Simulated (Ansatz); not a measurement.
Problem. Name crystals whose computed values (LDA (plane waves, PAW; program Ansatz)) fall in these windows: B₀ by P(V) fit (GPa) 200 to 280; gap (eV) 3.5 to 4.7; electron conductivity mass (mₑ) 0.33 to 0.41.

Solution. 

| crystal | B₀ by P(V) fit (GPa) | gap (eV) | electron conductivity mass (mₑ) |
|---|---|---|---|
| Al2O3, R3m (Pearson symbol hR5) | 234 | 4.36 | 0.38 |
| AlN, P6_3/mmc (Al on 2d, N on 2c) | 222 | 3.62 | 0.34 |
Others may fit too.

Not the usual ambient phase: Al2O3, R3m (Pearson symbol hR5); AlN, P6_3/mmc (Al on 2d, N on 2c). All cells were relaxed under the symmetry of their starts (and spin orders); stability against distortions was not tested throughout.

Potentials: the later of the program's two PAW sets.
